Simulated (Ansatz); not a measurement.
BiTe in space group R-3m (No. 166; Bi on 3b, Te on 3a) under volume change, DFT-PBEsol in the program Ansatz with PAW potentials, shape and atoms relaxed at each volume.

```tsv
V (Å³/atom)	E − E(relaxed) (meV/atom)	P (GPa)
29.012	42.2	4.83
29.969	18.5	3.19
30.925	4.6	1.57
31.882	0.0	0.00
32.838	4.1	-1.35
33.795	15.6	-2.46
34.751	33.3	-3.46
```

Q: What does a third-order Birch–Murnaghan fit give for V₀, B₀ and B′?

A: V₀ = 31.91 Å³/atom, B₀ = 46.0 GPa, B′ = 2.4.

The first step of the workflow began from a Materials Project structure, measured or hypothetical; the Crystallography Open Database copy checked does not list it. COD files the formula under space group No. 164, 225. Its standing as an ambient phase is unchecked. The cell was relaxed with PBEsol under the symmetry of its start; whether a distortion lowers the energy is not shown. Spin–orbit coupling is left out wherever it is not named.

Potentials: the later of the program's two PAW sets.
